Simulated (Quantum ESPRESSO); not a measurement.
Ag₂S is taken in the orthorhombic space group Cmc2₁ (No. 36), Pearson symbol oS12. Lattice parameters: a = 4.7801 Å, b = 7.0640 Å, c = 7.5894 Å, α = 90.00°, β = 90.00°, γ = 90.00°. S on 4a has 4 Ag at 2.438–2.515 Å and 1 Ag at 2.750 Å. Ag1 on 4a is coordinated by 2 S at 2.438 Å (linear). Ag2 on 4a is surrounded by 2 S at 2.515 Å and 1 S at 2.750 Å. (Neighbours: up to the widest gap in distance over summed covalent radii, below 1.35, at either atom; cation-cation contacts left out.)
(The calculation used a cell of 6 atoms; values per cell refer to that cell.)

The geometry is that of Materials Project entry mp-32669, symmetrised and not relaxed again.

Problem. What does PBEsol (Quantum ESPRESSO, PseudoDojo norm-conserving, 82 Ry, no spin-orbit coupling) give for the electronic structure near the Fermi level?

Solution. The PBEsol gap is 1.21 eV and nearly direct: the edges lie at S and Γ, the smallest direct gap within 0.02 eV of it. Another valence extremum on the path lies within 0.02 eV, too close to call. Spin-orbit splittings are left out.

The structure is a Materials Project entry; no match was found in the copy of COD used, and its stability was not checked.

Letters of k points follow the standard setting of the lattice, whose axes may be ordered differently from the printed cell.
